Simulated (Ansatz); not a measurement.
Si (diamond)

```xyz
2
Lattice="0.0000 2.7220 2.7220 2.7220 0.0000 2.7220 2.7220 2.7220 0.0000" Properties=species:S:1:pos:R:3 pbc="T T T"
Si     2.7220     2.7220     2.7220
Si     4.0830     4.0830     4.0830
```

E(V) scan at fixed shape, V₀ the volume above. Symmetry pins the atoms to their sites.

Computed with r2SCAN (plane waves to 500 eV, PAW, scalar-relativistic; Ansatz, a first-principles code). k mesh 10×10×10 (Γ-centred), Fermi-Dirac smearing 0.05 eV. The energy includes the smearing's −TS. Stress and pressure are positive under compression. Si was relaxed with its symmetry unable to fall. The PAW data are Ansatz's earlier set. ΔE is measured from the relaxed starting cell.

```csv
V (Å³/atom),ΔE (meV/atom)
16.942,210.4
17.748,109.5
18.555,45.1
19.362,10.5
20.169,0.0
20.975,9.1
21.782,34.2
22.589,withheld
23.396,120.2
```

Problem. Fit a third-order Birch-Murnaghan form (E₀, V₀, B₀, B₀′ free) to the given rows and predict ΔE at V = 22.589.

Solution. Least squares on the 8 given rows: ΔE = E₀ + (9V₀B₀/16)·y²·[2 + (B₀′ − 4)y], y = (V₀/V)^(2/3) − 1, with V₀ = 20.170 Å³/atom, B₀ = 96.55 GPa (160.2 GPa = 1 eV/Å³; the term in eV is multiplied by 1000), B₀′ = 4.20, E₀ = 0.08 meV/atom; root-mean-square residual 0.08 meV/atom. At 22.589 the fit gives 71.9 meV/atom; the calculation gives 72.1 meV/atom, so the interpolation is off by -0.2 (-0.3 %). For the pressure the fit gives -8.6 GPa against the computed -8.6 GPa.

(Under strain, the slope of the energy per volume gives the stress and its curvature an elastic modulus.)
